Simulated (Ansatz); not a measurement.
**Question.** Each is relaxed and computed with the program Ansatz at the r²SCAN level (PAW). Which is the only metal?
A) SrP, P-62m (Sr on 3g, Sr on 3f, P on 4h, P on 2e)
B) TiNi4GeO8, F-43m (Pearson symbol cF56)
C) HfGeRu, P-62m (Hf on 3g, Ge on 2c, Ge on 1b, Ru on 3f)
D) Mo2RuSe4, P-1 (Pearson symbol aP14)

**Answer.** C, HfGeRu, P-62m (Hf on 3g, Ge on 2c, Ge on 1b, Ru on 3f). HfGeRu: metal; SrP: gap 0.75 eV (indirect); Mo2RuSe4: gap 0.59 eV (direct); TiNi4GeO8: gap 2.07 eV (indirect). Spin orders computed, not proven ground states: TiNi4GeO8, F-43m (Pearson symbol cF56) ferromagnetic. Standing as an ambient phase not checked: HfGeRu, P-62m (Hf on 3g, Ge on 2c, Ge on 1b, Ru on 3f); SrP, P-62m (Sr on 3g, Sr on 3f, P on 4h, P on 2e); Mo2RuSe4, P-1 (Pearson symbol aP14); TiNi4GeO8, F-43m (Pearson symbol cF56). Perhaps ordered models of mixed-site phases: Mo2RuSe4, P-1 (Pearson symbol aP14). All cells were relaxed under the symmetry of their starts (and spin orders); stability against distortions was not tested throughout. Rows with no word on spin ran without spin polarisation. No Hubbard U is applied. Spin–orbit coupling is left out wherever it is not named.

Potentials: the later of the program's two PAW sets.
